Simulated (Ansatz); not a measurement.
**Ag2PdO2: how the free axis answers a strain**

Ag2PdO2, Immm, a = 3.010 Å, b = 4.554 Å, c = 9.937 Å. The structure is a COD entry; whether it is the stable form wasn't checked. Ansatz: r2SCAN, PAW, 500 eV, Γ-centred 12×8×4 mesh on 10 atoms, Gaussian smearing 0.01 eV; no spin polarisation. Series: biaxial strain in the a-b plane, c and atoms relaxed; x is the strain in per cent. y is the change of c in per cent of 9.937 Å.

| x (%) | y (%) |
| --- | --- |
| -3.0 | ? |
| -1.5 | 1.99 |
| 0.0 | 0.00 |
| 1.5 | -1.77 |
| 3.0 | -3.38 |

Question: Fit y = c1 x + c2 x² to the other rows, say what c1 measures, and predict the missing y.

Answer: Least squares on the rows shown. y = −1.257 x + 0.04404 x². With no stress along c, c1 = −(C13 + C23)/C33 = -1.257. At x = -3.0 the fit asked for gives 4.17 %. The run gave 4.39 %, so the fit is 0.22 % too low, 2.8 % of the span of the series, against an rms of 0.01 % on the fitted rows. The row lies outside the fitted range. With a term in x³ added, a fit to the same known rows (none to spare) predicts 4.26 %, which recovers part of the miss; the known rows don't hold the rest.

1 further run of this set didn't finish or converge.

Cost: 5 runs of about 14 core-minutes in all, on AMD EPYC 9R45 (Zen 5) (shared hosts).